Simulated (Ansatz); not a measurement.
System: Ag (fcc type), 1 atom in the cell.

```xyz
1
Lattice="0.0000 2.0724 2.0724 2.0724 0.0000 2.0724 2.0724 2.0724 0.0000" Properties=species:S:1:pos:R:3 pbc="T T T"
Ag    0.0000    0.0000    0.0000
```

Code and potentials: Ansatz all-electron LAPW. Settings of the plain PBE run: k-mesh 4×4×4 Γ-centred; Fermi–Dirac smearing of 0.15 eV; no spin polarisation.

Plain PBE gives:

```yaml
Pressure: 0.99 GPa
```

(1) What changes under PBE with spin–orbit coupling?

Results:

(1) The pressure drops by 0.14 GPa to 0.85 GPa.

The k-mesh is coarse, so these values belong to this mesh and can lie far from the converged ones.
